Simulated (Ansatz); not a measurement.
Here is an unrelaxed guess for SiAs5.

```xyz
6
Lattice="5.8324 0.0000 0.0000 -2.9162 5.0510 0.0000 0.0000 0.0000 5.2693" Properties=species:S:1:pos:R:3 pbc="T T T"
Si    0.0000    0.0000    2.6346
As    3.8525    0.0000    0.0000
As   -1.9263    3.3364    0.0000
As    0.9900    1.7147    0.0000
As    0.0000    3.3673    2.6346
As    2.9162    1.6837    2.6346
```

These are results of DFT PBE, scalar-relativistic, plane waves, PAW in Ansatz 0.2.0, not measurements. Settings: cutoff 420 eV, Γ-centred mesh 3×3×4 on the computed 6-atom cell, Gaussian smearing of 0.10 eV; no spin polarisation.

Formation energies are uncorrected and refer to the elements' standard structures at the same level.

Q: What does a single point on this coarse mesh give?

A: The pressure is -12.7 GPa (the mean over three directions, positive in compression), the largest force is 0.05 eV/Å, and the energy is +0.92 eV/atom against the elements. The shortest distance is 3.26 Å.

Q: Is it a good guess?

A: A rough one: relaxing gains about 0.42 eV/atom (the start's value is from the coarse mesh, so the gain is rough) in 22 ionic steps and ends at +0.50 eV/atom on the finer mesh. The symmetry stays P-62m (No. 189). The volume per atom shrinks by 25.1 %, from 25.9 to 19.4 Å³. The shortest distance goes from 3.26 Å (As–As) to 2.57 Å (As–As). Conventional cell: a = 5.134 Å, c = 5.096 Å. Si is surrounded by 12 As at 2.95–2.96 Å; As on a site of symmetry m2m has 2 As at 2.57 Å, 2 Si at 2.95 Å and 8 As at 3.14–3.18 Å; As on a site of symmetry -6 is surrounded by 3 Si at 2.96 Å and 9 As at 2.96–3.14 Å.

The last run used a 12×12×8 mesh (in the run's order of axes) for its 6-atom cell and Gaussian smearing of 0.10 eV. An odd number of electrons in the primitive cell allows no gap without spin; a larger cell or a magnetic state could open one. The cell is a metal run without spin; a magnetic state may lie lower. The reference form of As is held partly by dispersion forces, which this level lacks. The relaxation can't lower the symmetry of the start, and the grade says only how near the guess is to its own end. A structure relaxed within its symmetry needn't be a true minimum.
